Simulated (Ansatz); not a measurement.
**ZnPt: pressure against volume**

A database entry relaxed whole under r2SCAN (P4/mmm):

```
Zn Pt
1.0
     2.85476    0.00000    0.00000
     0.00000    2.85476    0.00000
     0.00000    0.00000    3.47173
Zn Pt
1 1
Direct
  0.50000 0.50000 0.50000
  0.00000 0.00000 0.00000
```

The cell was scaled uniformly, its shape held, and the atoms relaxed at each volume with plane-wave PAW DFT (Ansatz 0.2.0; r2SCAN, 500 eV, 12×12×10 Γ-centred mesh, fermi-dirac occupations of width 0.100 eV; no spin, no spin-orbit coupling). One row is withheld.

| volume (Å³/atom) | energy over the lowest (meV/atom) | pressure (GPa) |
| --- | --- | --- |
| 13.298 | 35.7 | 14.40 |
| 13.581 | ? | ? |
| 13.864 | 3.6 | 4.24 |
| 14.147 | 0.0 | 0.03 |
| 14.430 | 3.4 | -3.70 |
| 14.713 | 13.0 | -6.99 |
| 14.996 | 28.0 | -9.89 |

Problem. Fit the pressures of the other rows to the third-order Birch-Murnaghan form.

Solution. With f = [(V₀/V)^(2/3) − 1]/2 and P = 3B₀f(1 + 2f)^(5/2)[1 + 3(B₀′ − 4)f/2], least squares gives V₀ = 14.15 Å³ an atom, B₀ = 198 GPa and B₀′ = 5.2; the rows miss the fit by less than 0.01 GPa. The slope of the energies differs from these pressures by less than 0.05 GPa.

Problem. What does the withheld row hold?

Solution. The fit gives 9.01 GPa at 13.581 Å³; the run gave 9.01 GPa and 15.2 meV an atom.

Caveats: the shape of the cell was held, so B₀ is an upper bound where the axes differ in stiffness; 0 K, fixed nuclei; the symmetry was kept, and this need not be the phase that is stable at 0 K; one mesh for all volumes; pressure is positive in compression.
